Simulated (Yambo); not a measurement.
Yambo run on K$_{2}$LiRhF$_{6}$ (space group Fm-3m, No. 225). The wavefunctions come from this Quantum ESPRESSO step (PBEsol, PseudoDojo standard norm-conserving files, scalar-relativistic):

```
&CONTROL
  calculation = 'nscf'
  pseudo_dir = './pseudo'
  outdir = './out'
/
&SYSTEM
  ibrav = 0
  nat = 10
  ntyp = 4
  ecutwfc = 88.0
  ecutrho = 352.0
  occupations = 'fixed'
  force_symmorphic = .true.
  nbnd = 203
/
&ELECTRONS
  conv_thr = 1e-08
  diago_full_acc = .true.
  diago_thr_init = 1e-08
/
ATOMIC_SPECIES
Li 6.9400 Li.upf
F 18.9984 F.upf
K 39.0983 K.upf
Rh 102.9055 Rh.upf
CELL_PARAMETERS angstrom
  0.000000000000   4.005895000000   4.005895000000
  4.005895000000   0.000000000000   4.005895000000
  4.005895000000   4.005895000000   0.000000000000
ATOMIC_POSITIONS crystal
Li   0.500000000000   0.500000000000   0.500000000000
F   0.751990000000   0.248010000000   0.248010000000
F   0.248010000000   0.751990000000   0.751990000000
F   0.248010000000   0.751990000000   0.248010000000
F   0.751990000000   0.248010000000   0.751990000000
F   0.248010000000   0.248010000000   0.751990000000
F   0.751990000000   0.751990000000   0.248010000000
K   0.750000000000   0.750000000000   0.750000000000
K   0.250000000000   0.250000000000   0.250000000000
Rh   0.000000000000   0.000000000000   0.000000000000
K_POINTS automatic
2 2 2 0 0 0
```

Yambo input:

```
rim_cut
gw0
dyson
el_el_corr
HF_and_locXC
ppa
em1d
RandQpts= 1000000
RandGvec= 1 Ry
EXXRLvcs= 88 Ry
VXCRLvcs= 352 Ry
Chimod= "HARTREE"
% BndsRnXp
 6 | 200 |
%
NGsBlkXp= 7 Ry
% LongDrXp
 1.0 | 1.0 | 1.0 |
%
PPAPntXp= 27.2114 eV
% GbndRnge
 1 | 200 |
%
GTermKind= "BG"
DysSolver= "n"
ExtendOut
% QPkrange
 1 | 1 | 40 | 41 |
 2 | 2 | 40 | 41 |
 3 | 3 | 40 | 41 |
%
```

k points by index: 1 = Γ, 2 = L, 3 = X.

Table of the .qp output:

```
#    K-point    Band    Eo [eV]    E [eV]    E-Eo [eV]    Vxc [eV]    Vnlxc [eV]    Sc|Eo [eV]    Sc|E [eV]    dSc/dw|Eo [eV]    Re(Z)    Im(Z)
#
    1    40    -0.298905    -1.761497    -1.462592    -22.67093    -29.01649    4.536037    4.882966    -6.453923    0.808290    -0.001266
    1    41    2.337135    4.599812    2.262677    -24.23612    -18.23622    -3.208112    -3.737218    -6.362845    0.810483    -0.001153
    2    40    -0.147906    -1.604499    -1.456593    -23.01885    -29.38267    4.562186    4.907224    -6.445200    0.808499    -0.001248
    2    41    2.083751    4.309103    2.225352    -23.63245    -17.64520    -3.253718    -3.761894    -6.213658    0.814100    -0.001107
    3    40    0.000000    -1.464371    -1.464371    -23.42120    -29.85855    4.625788    4.972984    -6.451081    0.808358    -0.001240
    3    41    1.817488    4.004676    2.187188    -23.03548    -16.97132    -3.389570    -3.876970    -6.063590    0.817772    -0.001134
```
(The two width columns are left out.) Convergence of these settings isn't established.

Spin-orbit coupling is not included.

Geometry of the Materials Project entry, not relaxed at this level.

The structure is a Materials Project entry; no match was found in the copy of COD used, and its stability was not checked.
